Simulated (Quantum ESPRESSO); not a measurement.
Mo3Mg2InRuAl, different elements on one site, starting from this cell

A calculation, not a measurement. The program is pw.x of Quantum ESPRESSO 7.5 (plane-wave density functional theory). The cell is made up: eight metal atoms on a face-centred cubic lattice, with elements, volume, strain and displacements drawn at random and not relaxed, so it may be unstable or far from any real phase. PseudoDojo standard norm-conserving files set the functional (PBE unless stated); there is no spin polarisation or spin-orbit coupling, the Fermi-Dirac width of 0.25 eV means electrons at about 2900 K, and the masses in the input are unused placeholders. Heavy elements are run without spin-orbit coupling, which real alloys of them have. A spin test at this wide smearing found no moment, but such smearing suppresses magnetism that the real alloy may have.

The runs put different elements on site 6. Cell, positions, cutoff, mesh and smearing stay as in the input of run 1; sites are counted in its order. Stress in the tables is positive in tension.

Input of run 1:

```
&control calculation='scf', pseudo_dir='./dojo.nc.sr.pbe.v0_5.standard.upf', outdir='./o', disk_io='minimal', tprnfor=.true., tstress=.true. /
&system ibrav=0, nat=8, ntyp=5, nbnd=60, ecutwfc=84.00895049, nosym=.true., tot_charge=0,
 occupations='smearing', smearing='fd', degauss=0.0183746611
/
&electrons conv_thr=1.470e-08, electron_maxstep=70, mixing_beta=0.5 /
ATOMIC_SPECIES
Al 1.0 Al.upf
In 1.0 In.upf
Mg 1.0 Mg.upf
Mo 1.0 Mo.upf
Ru 1.0 Ru.upf
CELL_PARAMETERS angstrom
0.0403 -2.1101 -2.0918
2.1487 4.2822 -2.1942
8.5177 -4.3579 4.16
ATOMIC_POSITIONS angstrom
Mo 0.0555 0.0847 -0.0342
Mo 4.3048 -2.1751 1.9578
Mo 4.2889 -0.0363 -0.0122
Mg 8.6765 -2.2098 2.0247
In 1.9727 -2.2007 0.0107
Ru 6.3181 -4.2926 2.0563
Al 2.1101 0.01 -2.1303
Mg 6.6056 -2.0478 0.0546
K_POINTS automatic
8 5 3 1 1 1
```

```
run  elements on sites 1 to 8  -TS (eV)  pressure (GPa)  stress xx (GPa)  stress yy (GPa)  stress zz (GPa)  stress yz (GPa)  stress xz (GPa)  stress xy (GPa)  iterations
  1   Mo Mo Mo Mg In Ru Al Mg    -1.602          -13.86            12.90            14.96            13.72            -1.04            -0.81            -0.57          19
  2    Mo Mo Mo Mg In W Al Mg    -1.495          -12.33            10.66            13.45            12.87             1.05            -0.12            -1.75          17
  3   Mo Mo Mo Mg In In Al Mg    -1.315           -6.41             5.77             7.25             6.23            -0.68            -0.83            -0.46          16
  4   Mo Mo Mo Mg In Pt Al Mg    -1.365          -13.21            11.59            14.82            13.21            -0.85            -1.69             0.48          18
  5   Mo Mo Mo Mg In Re Al Mg    -1.530          -14.17            12.64            15.40            14.47             0.35            -0.29            -1.42          17
```

Forces Fx Fy Fz (eV/Å):

```
site              run 1              run 2              run 3             run 4              run 5
   1   -0.79 0.35 -0.66   -0.91 0.43 -0.80   -0.17 0.01 -0.22  -0.48 0.15 -0.39   -1.05 0.48 -0.84
   2    0.10 -0.46 0.54   -0.02 -0.39 0.46   -0.89 0.22 -0.21  -0.33 -0.25 0.30    0.24 -0.54 0.62
   3     0.00 0.06 0.12    -0.05 0.11 0.06    -0.06 0.12 0.12    0.02 0.04 0.16    -0.07 0.10 0.08
   4    -0.27 0.09 0.06    -0.13 0.12 0.04     0.52 0.01 0.17   -0.10 0.03 0.13    -0.23 0.10 0.05
   5     1.06 0.13 0.06     1.06 0.12 0.07     1.04 0.12 0.07    1.04 0.14 0.05     1.07 0.12 0.07
   6    0.34 0.38 -0.16    0.92 0.48 -0.06    1.09 0.27 -0.07   0.34 0.30 -0.14    0.67 0.47 -0.11
   7    0.13 -0.55 0.64    0.21 -0.55 0.64    0.06 -0.58 0.66   0.07 -0.54 0.63    0.20 -0.55 0.64
   8  -0.56 -0.01 -0.61  -1.07 -0.32 -0.41  -1.59 -0.18 -0.51  -0.56 0.13 -0.74  -0.82 -0.18 -0.51
```

Energies are left out, as each element's file has its own zero. A rerun of one cell of this series at a higher cutoff and on a denser mesh moved values by no more than 0.005 eV in energy, 0.02 GPa in stress and 0.005 eV/Å in force, and a second program with other atomic files agreed on that cell to 2 % rms in force and 0.5 GPa in pressure.